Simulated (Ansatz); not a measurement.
InAg$_{3}$ (Cu3Au type, Pm-3m), r²SCAN (plane waves, PAW; program Ansatz), all energies at zero smearing, with the estimated change up to a 700 eV cutoff added, with one set of potentials and settings (totals compare only within such a set). Cell of 4 atoms (1 In, 3 Ag): -28423.832 eV.

```
element              reference phase  E (eV/atom)
-------  ---------------------------  -----------
In       I4/mmm, 1 atoms in the cell   -5611.8204
Ag         R-3m, 3 atoms in the cell   -7603.9440
```

Formation energy per atom, worked out: (-28423.832 − 1×(-5611.8204) − 3×(-7603.9440))/4 = -0.045 eV/atom (-4 kJ per mol of atoms), at 0 K, without zero-point energy or fitted corrections.

The workflow started from an entry of the Crystallography Open Database (COD). Its standing as an ambient phase is unchecked. The cell was relaxed with r²SCAN under the symmetry of its start; whether a distortion lowers the energy is not shown. The run is not spin-polarised. The references are the lowest solids computed at this level, not always the standard phases.

Potentials: the later of the program's two PAW sets.
